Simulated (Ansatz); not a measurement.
# Cu (fcc, Cu type), frozen-phonon scan

Starting cell, Cu (fcc, Cu type):

```
CELL_PARAMETERS angstrom
      0.00000     3.62969     3.62969
      1.81485     0.00000     1.81485
      1.81485     1.81485     0.00000
ATOMIC_POSITIONS crystal
  Cu 0.00000 0.00000 0.00000
  Cu 0.50000 0.00000 0.00000
```

The atoms are displaced by Q × the pattern below (from a DFPT mode at L = (0.5, 0.0, 0.0), largest move 1; Q in Å), at fixed cell. It is one choice among 2 degenerate patterns. (q is in reciprocal vectors of the primitive cell; the cell shown is doubled to hold the pattern.)

```json
[
 {"atom": "Cu1", "x": "-0.285", "y": "0.520", "z": "-0.805"},
 {"atom": "Cu2", "x": "0.285", "y": "-0.520", "z": "0.805"}
]
```

All values below come from PBE (plane waves to 420 eV, PAW, scalar-relativistic; Ansatz, a first-principles code). k mesh 11×22×22 (Γ-centred), Fermi-Dirac smearing 0.05 eV. E stands for the smeared free energy. Compression counts positive. With partly filled bands, energies and forces of such displacements shift with the k mesh and the smearing. Cu is run without spin polarisation. Cu was relaxed with its symmetry unable to fall. ΔE is measured from the undisplaced structure.

```csv
Q (Å),ΔE (meV/cell),P (GPa),−dE/dQ from forces (eV/Å)
-0.180,93,1.6,0.986
-0.150,66,1.1,0.848
-0.120,43,0.7,0.695
-0.090,24,0.4,0.531
-0.060,11,0.2,0.358
-0.030,3,0.0,0.180
0.000,0,0.0,0.000
0.030,3,0.0,-0.180
0.060,11,0.2,-0.358
0.090,24,0.4,-0.531
0.120,43,0.7,-0.695
0.150,66,1.1,-0.848
0.180,93,1.6,-0.986
```

Key numbers:

The energy at Q = 0.180 Å is 93 meV/cell. Space group of the distorted cell: P-1 (No. 2), lowered from Fm-3m. Symmetry of the curve: even: the same for both signs. Shape of the curve: a single well with its minimum at or next to zero displacement. Harmonic wavenumber from the curvature (finite differences): 113 cm⁻¹.

The 13 points together took around 25 core-minutes (rough).

(A displaced cell: forces are minus the slopes of the energy, force constants its curvatures, and phonons follow from these.)
